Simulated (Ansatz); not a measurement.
Input:

MoSeS:
```xyz
6
Lattice="3.2382 0.0000 0.0000 -1.6191 2.8044 0.0000 0.0000 0.0000 12.8301" Properties=species:S:1:pos:R:3 pbc="T T T"
Mo     0.0000     1.8696     0.0000
Mo     1.6191     0.9348     6.4151
Se     0.0000     1.8696     8.0945
Se     0.0000     1.8696     4.7356
S      1.6191     0.9348    11.2964
S      1.6191     0.9348     1.5337
```

This is the r²SCAN+D4-relaxed structure.

Question: All from plane-wave PAW r²SCAN+D4 (Ansatz code), unless another level is named. Predict the band gap.

Answer: 0.65 eV (indirect).

Question: Predict the formation energy from the elements (no fitted shifts).

Answer: -0.87 eV/atom.

Question: Next, the HSE06 gap on the r²SCAN+D4 cell?

Answer: 0.99 eV.

Space group P-6m2. The first step of the workflow began from a Materials Project structure, measured or hypothetical; the Crystallography Open Database copy checked does not list it. With Se and S taken as one species the cell has the higher symmetry P6_3/mmc, so it may be an ordered model of a mixed-site phase. Whether it is the stable phase at ambient conditions was not checked. Symmetry was held in the r²SCAN+D4 relaxation; its stability against distortions is not shown here. No spin polarisation was allowed. The references are the lowest solids computed at this level, not always the standard phases. Scalar-relativistic: spin–orbit coupling is off unless named, which matters more the heavier the elements.

Potentials: the later of the program's two PAW sets.
